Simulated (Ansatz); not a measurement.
NaAuO2:
```xyz
4
Lattice="3.3156 1.5070 0.0000 -3.3156 1.5070 0.0000 -2.9811 0.0000 5.3723" Properties=species:S:1:pos:R:3 pbc="T T T"
Na    -1.4906     1.5070     2.6862
Au     0.0000     1.5070     0.0000
O     -3.4509     1.5070     1.3219
O      0.4698     1.5070     4.0504
```

The program Ansatz at the PBEsol level (PAW) gives a gap of 1.22 eV without spin–orbit coupling, maximum on the Γ–C line, 73 % of the way from Γ, minimum on the D2–A line, 48 % of the way from D2.

Q: What happens when spin–orbit coupling is switched on?

A: The gap grows by 0.06 eV, to 1.28 eV; maximum on the Γ–C line, 74 % of the way from Γ, minimum on the D2–A line, 49 % of the way from D2.

Q: Give the electron effective mass with spin–orbit coupling.

A: 0.43, 0.62, 3.1 mₑ (principal values).

Space group C2/m. The workflow started from a Materials Project entry (that database holds measured and hypothetical structures alike); the Crystallography Open Database copy checked does not list it. Whether it is the stable phase at ambient conditions was not checked. The cell was relaxed with PBEsol under the symmetry of its start; its stability against distortions is not shown here.

Potentials: the later of the program's two PAW sets.
